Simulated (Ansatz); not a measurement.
# Zr$_{2}$Br$_{3}$Cl: computed properties

Level of theory: DFT PBE, scalar-relativistic, plane waves, PAW (Ansatz).

Settings: cutoff 420 eV, Γ-centred mesh 8×8×6 on the computed 6-atom cell, Gaussian smearing of 0.10 eV; collinear spin from starting moments 1.2 1.2 0.0 0.0 0.0 0.0 μB.

The structure is relaxed at this level of theory with its symmetry kept, and needn't be the ground state of this composition.

Space group P-4m2 (No. 115). a = 4.844 Å, b = 4.844 Å, c = 6.757 Å, α = 90.00°, β = 90.00°, γ = 90.00°
```
atom  site  symmetry       x       y       z
  Zr    2g      2mm.  0.5000  0.0000  0.7930
  Br    2g      2mm.  0.5000  0.0000  0.4029
  Br    1a      -4m2  0.0000  0.0000  0.0000
  Cl    1b      -4m2  0.5000  0.5000  0.0000
```

* Space group: P-4m2 (No. 115)
* Volume per atom: 26.43 Å³
* Formation energy from the elements' standard states (uncorrected): -0.631 eV/atom
* Kohn–Sham band gap: none (metal)
* Density of states at the Fermi level: 2.4 states/eV per cell
* Orbital (Löwdin) character within 0.5 eV of the Fermi level: Zr 4d 84 %, unprojected 5 %
* Bader charge by site (e): Zr (2 in the cell) 1.50, Br (2 in the cell) -0.70, Br (1 in the cell) -0.77, Cl (1 in the cell) -0.82
* Total moment: 4.00 μB per cell
* Moment by site (μB): Zr1 1.08, Zr2 1.08

Only this magnetic start was tried.

Another cell of Zr2Br3Cl relaxed alike, in P-6m2, lies 43 meV/atom lower, so this cell isn't the stable form at this level.

The cell was found from a structure generator's guess, not taken from experiment. Löwdin shares on free-atom orbitals overweight diffuse shells.
